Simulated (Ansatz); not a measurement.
MgTe:
```xyz
2
Lattice="0.0000 3.2545 3.2545 3.2545 0.0000 3.2545 3.2545 3.2545 0.0000" Properties=species:S:1:pos:R:3 pbc="T T T"
Te     4.8818     4.8818     4.8818
Mg     0.0000     0.0000     0.0000
```

Relaxed with PBE.

Problem. Give the Bader charges and basin volumes of the independent atoms, PBE (plane waves, PAW; program Ansatz).

Solution. 

| atom | Bader charge (e) | Bader volume (Å³) |
|---|---|---|
| Te1 | -1.54 | 60.4 |
| Mg2 | +1.54 | 8.6 |

Space group F-43m (zinc blende). The PBE relaxation kept the symmetry of its start. Scalar-relativistic: spin–orbit coupling is off unless named, which matters more the heavier the elements.

Potentials: the later of the program's two PAW sets.
